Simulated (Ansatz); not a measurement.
Starting cell, CsPbCl₃ (cubic perovskite):

```
CsPbCl3
1.0
    5.73565     0.00000     0.00000
    0.00000     5.73565     0.00000
    0.00000     0.00000     5.73565
Cs Pb Cl
1 1 3
Cartesian
  0.00000   0.00000   0.00000
  2.86783   2.86783   2.86783
  0.00000   2.86783   2.86783
  2.86783   2.86783   0.00000
  2.86783   0.00000   2.86783
```

In this cell atom 2 (Pb, nearest neighbour Cl at 2.868 Å; its periodic images, 5.7 Å or more away, move with it) is moved by s along Cartesian z, unit vector (0.000, 0.000, 1.000); all other atoms and the cell stay fixed.

Calculation: PBE (plane waves to 420 eV, PAW, scalar-relativistic; Ansatz, an electronic-structure program). k mesh 5×5×5 (Γ-centred), Fermi-Dirac smearing 0.05 eV. Energies are smeared free energies. CsPbCl3 was relaxed with its symmetry unable to fall. Spin-orbit coupling is left out, though Pb is heavy. The PAW data are Ansatz's earlier set. This is a high-temperature form of CsPbCl3. ΔE is measured from the undisplaced structure.

Successive frames, forces in eV/Å:

```tsv
frame	ΔE (meV/cell)	F on Cs1	F on Pb2	F on Cl3	F on Cl4	F on Cl5
s = 0.114 Å	12	(0.000, 0.000, 0.026)	(0.000, 0.000, -0.226)	(0.000, 0.000, 0.027)	(0.000, 0.000, 0.145)	(0.000, 0.000, 0.027)
s = 0.000 Å	0	(0.000, 0.000, 0.000)	(0.000, 0.000, 0.000)	(0.000, 0.000, 0.000)	(0.000, 0.000, 0.000)	(0.000, 0.000, 0.000)
s = -0.114 Å	12	(0.000, 0.000, -0.026)	(0.000, 0.000, 0.226)	(0.000, 0.000, -0.027)	(0.000, 0.000, -0.145)	(0.000, 0.000, -0.027)
```

### Question
What are the energy and the forces in the next frame, s = -0.228 Å?

### Answer
ΔE (meV/cell) = 58.

| atom | Fx | Fy | Fz |
|---|---|---|---|
| Cs1 | 0.000 | 0.000 | -0.052 |
| Pb2 | 0.000 | 0.000 | 0.612 |
| Cl3 | 0.000 | 0.000 | -0.058 |
| Cl4 | 0.000 | 0.000 | -0.444 |
| Cl5 | 0.000 | 0.000 | -0.058 |

(For displaced atoms, the force is minus the slope of the energy, and its curvature is a force constant, which sets phonon frequencies.)
